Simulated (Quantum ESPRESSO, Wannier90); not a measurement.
**Wannier functions of CdI$_{2}$ (CdI2 type)**

```
CELL_PARAMETERS angstrom
      4.29101     0.00000     0.00000
     -2.14551     3.71612     0.00000
      0.00000     0.00000     7.30358
ATOMIC_POSITIONS crystal
  Cd 0.00000 0.00000 0.00000
  I  0.33333 0.66667 0.23579
  I  0.66667 0.33333 0.76421
```

Cell from Materials Project (mp-567259), symmetrised, no further relaxation. COD (Crystallography Open Database) has the formula in 5 space groups, this one among them (matched by group alone). Method: PBEsol plane waves in Quantum ESPRESSO 7.5 (PseudoDojo norm-conserving files, 82 Ry, spinors with spin-orbit coupling), Bloch states on a 6×6×4 mesh through Γ, Wannier90 4.0.1. Density: 12×12×4 mesh, cold smearing 0.01 Ry. The cell is built of weakly bound layers, chains or molecules, whose nearest atoms lie 4.59 Å apart. Database cells relaxed without dispersion often hold them too far apart, which can enlarge gaps and weakens couplings between them; spacing and stacking were not compared with the measured crystal.

Valence charges of the files: Cd 20, I 7. 62 bands were computed.

Isolated groups of bands, relative to the valence-band maximum (bands from 37 on overlap up to the last one computed):

```
bands  from (eV)  to (eV)  filling  weight on atomic waves
-----  ---------  -------  -------  ----------------------
1–2      -101.58  -101.58   filled             Cd 4s 100 %
3–4       -66.74   -66.74   filled             Cd 4p 100 %
5–8       -60.90   -60.89   filled             Cd 4p 100 %
9–12      -12.26   -11.61   filled               I 5s 94 %
13–16      -8.11    -7.93   filled              Cd 4d 98 %
17–22      -7.49    -7.22   filled              Cd 4d 97 %
23–34      -4.15     0.00   filled    I 5p 90 %, Cd 5s 6 %
35–36       2.00     3.07    empty   Cd 5s 51 %, I 5p 39 %
```

Wanted is a model with the orbitals Cd s p, I s p, without the filled groups that are mainly made of other shells (semicore states, and anion s where it isn't named); all higher bands stay in for disentanglement.

Task: Give num_wann, exclude_bands and num_bands, and the number of electrons that the model holds.

Result: Electrons: 1×20 + 2×7 = 34, which fill 34 bands.
num_wann = 2 × (1×4 + 2×4) = 24.
exclude_bands = 1-8,13-22, 18 bands, so num_bands = 62 − 18 = 44.
The model holds 34 − 1×18 = 16 electrons. With the window frozen to 3.50 eV it follows pw.x to 3.2 meV rms (states up to 3.0 eV relative to the valence-band maximum).
